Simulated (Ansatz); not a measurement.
What a change of settings does: Os (sc type)

First run: DFT, PBEsol, norm-conserving pseudopotentials, Ansatz's default files, scalar-relativistic (Ansatz 0.2.0).

Command: `ansatz run input.yaml --threads 1 --pin off --max-ram 2048MiB --backend cpu --events-out ev --progress --plain --runs-dir out` It took 4.2 s on 1 thread of Arm Neoverse V1, with other jobs on the host, peak memory 0.29 GiB.

```yaml
crystal:
  lattice:
    - [2.4439752485, 0.0, 0.0]
    - [0.0, 2.4439752485, 0.0]
    - [0.0, 0.0, 2.4439752485]
  atoms:
    - { symbol: Os, position: [0.0, 0.0, 0.0] }
kpoints:
  mp_grid: { grid: [15, 15, 15] }
scf:
  occupations: { method: fermi_dirac, width: 0.1 }
hamiltonian:
  xc: pbesol
  pseudopotentials: { kind: nc }
output:
  forces: true
  stress: true
  eigenvalues: true
```

The cell comes from a relaxation on PAW files under the same functional, begun from a prototype that needn't be the stable phase.

This run: volume at 0.9 of the series' base cell.

It converges in 6 SCF iterations at a pressure of 39.4 GPa, cutoff 1007 eV.

The input is then changed:

```diff
   occupations: { method: fermi_dirac, width: 0.1 }
+  mixing: { preconditioner: kerker_dos }
 hamiltonian:
```

Task: What does the second run give?

Result: It converges in 7 SCF iterations at a pressure of 39.4 GPa, cutoff 1007 eV, free energy 0.0 meV/atom against the first run's.
